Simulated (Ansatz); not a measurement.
PbSe:
```xyz
2
Lattice="0.0000 3.1089 3.1089 3.1089 0.0000 3.1089 3.1089 3.1089 0.0000" Properties=species:S:1:pos:R:3 pbc="T T T"
Pb     0.0000     0.0000     0.0000
Se     3.1089     3.1089     3.1089
```

Plane-wave PAW PBE (Ansatz code) gives a gap of 0.43 eV without spin–orbit coupling, maximum at L, minimum at L.

**Question.** What happens when spin–orbit coupling is switched on?

**Answer.** The gap falls by 0.38 eV, to 0.05 eV; maximum at L, minimum at L.

**Question.** Give the Z2 indices of the occupied bands with spin–orbit coupling.

**Answer.** 0;(000).

Space group Fm-3m (rock salt). Symmetry was held in the PBE relaxation; of distortions, only those at the zone centre were tested.

Potentials: the later of the program's two PAW sets.
